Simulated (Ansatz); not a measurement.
P (Cmce) from a database structure, relaxed with r2SCAN+rVV10. It is orthorhombic, Cmce (No. 64); conventional cell a = 3.304 Å, b = 10.687 Å, c = 4.465 Å, 19.71 Å³ an atom. P has 3 P at 2.21–2.25 Å.

```
CELL_PARAMETERS angstrom
1.65189 -5.34329 0.00000
1.65189 5.34329 0.00000
0.00000 0.00000 4.46504
ATOMIC_POSITIONS crystal
P 0.40089 0.59911 0.91496
P 0.59911 0.40089 0.08504
P 0.09911 0.90089 0.41496
P 0.90089 0.09911 0.58504
```

3 runs of the plane-wave code Ansatz on this cell differ in the functional (and in the settings that go with it). Levels are in eV from each run's valence top; v1 is the last filled band, c1 the first empty one.

Run A, mean stress -0.2 GPa (compression positive):
```
point     v4     v3     v2     v1    c1    c2
    Γ  -4.60  -3.29  -2.99  -1.61  1.03  1.56
    Y  -4.75  -2.74  -1.92   0.00  0.42  1.20
   C₀  -4.23  -3.92  -3.14  -2.72  1.25  1.27
```

Run B, mean stress +1.9 GPa (compression positive):
```
point     v4     v3     v2     v1    c1    c2
    Γ  -4.17  -2.95  -2.69  -1.41  0.49  0.94
    Y  -4.30  -2.47  -1.69  -0.09  0.04  0.61
   C₀  -3.78  -3.49  -2.82  -2.49  0.66  0.68
```

Run C, mean stress -0.4 GPa (compression positive):
```
point     v4     v3     v2     v1    c1    c2
    Γ  -4.66  -3.36  -3.02  -1.65  1.68  2.24
    Y  -4.81  -2.77  -1.96   0.00  1.06  1.87
   C₀  -4.29  -3.97  -3.21  -2.76  1.92  1.94
```

**Question.** Match the runs to PBE, HSE06, PBE0.

**Answer.** A is HSE06, B is PBE, C is PBE0. In order of the gap: PBE 0, HSE06 0.42, PBE0 1.06 eV.

No spin polarisation and no zero-point or thermal motion.

The stress of a hybrid is loosely converged in these runs.

The meshes of the hybrids are coarse, so their gaps aren't converged to the digits shown.
